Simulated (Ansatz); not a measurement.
Starting cell, Ru (hcp, Mg type):

```
Ru
1.0
    2.70581     0.00000     0.00000
   -1.35291     2.34330     0.00000
    0.00000     0.00000     4.26228
Ru
2
Cartesian
  0.00000   1.56220   3.19671
  1.35291   0.78110   1.06557
```

In this cell atom 1 (Ru, nearest neighbour Ru at 2.642 Å; its periodic images, 2.7 Å or more away, move with it) is moved by s towards the nearest neighbour, unit vector (0.000, 0.591, 0.807); all other atoms and the cell stay fixed.

These are r2SCAN (plane waves to 500 eV, PAW, scalar-relativistic; Ansatz, an electronic-structure program) values and carry that method's errors. k mesh 16×16×9 (Γ-centred), Fermi-Dirac smearing 0.05 eV. The energy includes the smearing's −TS. Left out: 1 of 11 points, with atoms too close for the PAW data. With partly filled bands, energies and forces of such displacements shift with the k mesh and the smearing. Ru is run without spin polarisation. Ru was relaxed with its symmetry unable to fall. The PAW data are Ansatz's earlier set. ΔE is measured from the undisplaced structure. The last digit holds for this mesh only.

```csv
s (Å),ΔE (meV/cell)
-0.530,1895.5
-0.424,1129.3
-0.318,595.0
-0.212,251.9
-0.106,61.4
0.000,0.0
0.106,60.9
0.212,248.2
0.318,588.7
0.424,withheld
```

**Question.** Fit a polynomial form (powers 2, 3, 4) to the given rows and predict ΔE at s = 0.424.

**Answer.** Least squares on the 9 given rows: ΔE = (5388)·s² + (-126.8)·s³ + (4611)·s⁴, in meV/cell with s in Å; root-mean-square residual 1.11 meV/cell. At 0.424 the fit gives 1108.0 meV/cell; the calculation gives 1125.8 meV/cell, so the extrapolation is off by -17.8 (-1.6 %). The quadratic term alone would give 968.6 meV/cell.

(For displaced atoms, the force is minus the slope of the energy, and its curvature is a force constant, which sets phonon frequencies.)
